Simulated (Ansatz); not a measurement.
## Ga2PdCl6: reading a single point

```xyz
9
Lattice="0.0000 4.6128 4.6128 4.6128 0.0000 4.6128 4.6128 4.6128 0.0000" Properties=species:S:1:pos:R:3 pbc="T T T"
Cl    2.1957    4.6128    4.6128
Cl    4.6128    2.1957    4.6128
Cl    7.0299    4.6128    4.6128
Cl    4.6128    7.0299    4.6128
Cl    4.6128    4.6128    2.1957
Cl    4.6128    4.6128    7.0299
Pd    0.0000    0.0000    0.0000
Ga    2.3064    2.3064    2.3064
Ga    6.9192    6.9192    6.9192
```

Single point in Ansatz 0.2.0 with PBE, no spin polarisation. Cutoff 420 eV, PAW datasets, 5×5×5 Γ-centred k mesh, gaussian filling (width 0.1507 eV).

What do density and ELF say about some of the short contacts?

Cl–Pd at 2.20 Å: least valence density 0.81 e/Å³ and ELF 0.38 there. Ga–Cl at 3.26 Å: least valence density 0.08 e/Å³ and ELF 0.09 there, a closed-shell (ionic or weak) contact. Both are smooth PAW fields, read partly inside the augmentation spheres.

Where is the largest force?

The largest is on Cl5 (and as large on other atoms): 2.11 eV/Å, components (0.00, 0.00, 2.11). It makes 180° with the line to a nearest neighbour, Pd7 at 2.20 Å, pointing away from it.

What is the character of the valence top and the conduction bottom?

Within 0.7 eV of the edges, the states project mainly on Cl p (71 %) and Ga s (22 %) below the gap and on Cl p (59 %) and Pd d (33 %) above it.

What is the band gap?

The gap is 1.09 eV, indirect (the least direct gap found is 1.11 eV).

Origin: a known structure type with other elements, at an estimated volume, so it need not be a known compound. Caveats: atoms or cell far from equilibrium; wide smearing.
